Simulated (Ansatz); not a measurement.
Method: DFT PBE, scalar-relativistic, plane waves, PAW in Ansatz. All cells share a 420 eV cutoff and Γ-centred k meshes spaced at most about 0.3 Å⁻¹ (about 0.25 or finer for metals, 2π included). No spin polarisation in the final relaxations.

All energies are static (0 K, no zero-point motion). All come from trial cells, and lower structures may exist.

Question: Order these relaxed structures of Sc₄Ta by energy, lowest first, with the energy over the lowest of them.
A. Space group P6/mmm (No. 191), hexagonal, a = 4.848 Å, c = 6.213 Å. Sc has 4 Sc at 2.80–2.96 Å, 3 Ta at 3.17 Å and 1 Sc at 3.26 Å; Ta has 12 Sc at 3.17 Å.
B. Space group P-43m (No. 215), cubic, a = 5.008 Å. Sc has 1 Ta at 2.48 Å, 3 Sc at 3.03 Å and 6 Sc at 3.58 Å; around Ta lie 4 Sc at 2.48 Å.
C. Space group Im-3m (No. 229), cubic, a = 6.499 Å. Sc has 2 Ta at 2.81 Å and 6 Sc at 3.25 Å; Ta is surrounded by 8 Sc at 2.81 Å.
D. Space group Pm-3m (No. 221), cubic, a = 4.878 Å. Around Sc on a site of symmetry 4/mmm lie 2 Sc at 2.44 Å, 4 Ta at 3.45 Å and 8 Sc at 3.45 Å; Sc on a site of symmetry m-3m is surrounded by 6 Sc at 2.44 Å; Ta has 12 Sc at 3.45 Å.

Answer: C (0 meV/atom), A (88 meV/atom), B (196 meV/atom), D (493 meV/atom). Forms: C Im-3m; A P6/mmm; B P-43m; D Pm-3m. Counting all near atoms (those within 1.25 times the shortest distance at each site; a plus sign parts nearer from farther groups; a slash parts the counts of unlike sites): C has Sc 2+6, Ta 8; A has Sc 8, Ta 12; B has Sc 1+3, Ta 4; D has Sc 2/6, Ta 12+8. Even the lowest lies +0.74 eV/atom against the elements.

Spin–orbit coupling, which can matter for Ta, is left out. A magnetic state wasn't ruled out in cells without spin, among them P-43m. Cells relaxed within their symmetry can be saddle points. Some types were kept out of the candidates beforehand, so the set may lack a known form.
